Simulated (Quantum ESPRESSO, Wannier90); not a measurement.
## GeSe (rock salt): Wannier90 run

```xyz
2
Lattice="0.0000 2.8085 2.8085 2.8085 0.0000 2.8085 2.8085 2.8085 0.0000" Properties=species:S:1:pos:R:3 pbc="T T T"
Ge     0.0000     0.0000     0.0000
Se     2.8085     2.8085     2.8085
```

Cell from Materials Project (mp-10759), symmetrised, no further relaxation. Not found in the COD (Crystallography Open Database) copy used, which has the formula in other groups; not checked further. Computed values, not measurements, from PBEsol: Quantum ESPRESSO (norm-conserving PseudoDojo potentials, cutoff 69 Ry, no spin polarisation, no spin-orbit coupling) on a Γ-centred 10×10×10 mesh, then Wannier90. Density: 10×10×10 mesh, cold smearing 0.01 Ry. Spin-orbit coupling, left out, would split the p-like bands by a few tenths of an eV. The gap is small at this level and was sampled on the meshes and a path alone.

Valence charges of the files: Ge 14, Se 16. 25 bands were computed.

Isolated groups of bands, relative to the valence-band maximum (bands from 16 on overlap up to the last one computed):

```tsv
bands	from (eV)	to (eV)	filling	weight on atomic waves
1–5	-48.12	-48.11	filled	Se 3d 100 %
6–10	-25.10	-25.09	filled	Ge 3d 100 %
11	-14.89	-12.99	filled	Se 4s 77 %, Ge 4p 15 %, Ge 4s 6 %
12–15	-9.50	0.00	filled	Se 4p 53 %, Ge 4s 22 %, Ge 4p 21 %
```

Wanted is a model with the orbitals Ge s p, Se s p, without the filled groups that are mainly made of other shells (semicore states, and anion s where it isn't named); all higher bands stay in for disentanglement.

### Question
Give num_wann, exclude_bands and num_bands, and the number of electrons that the model holds.

### Answer
Electrons: 1×14 + 1×16 = 30, which fill 15 bands.
num_wann = 1×4 + 1×4 = 8.
exclude_bands = 1-10, 10 bands, so num_bands = 25 − 10 = 15.
The model holds 30 − 2×10 = 10 electrons. With the window frozen to 1.65 eV it follows pw.x to 1.9 meV rms (states up to 1.1 eV relative to the valence-band maximum).
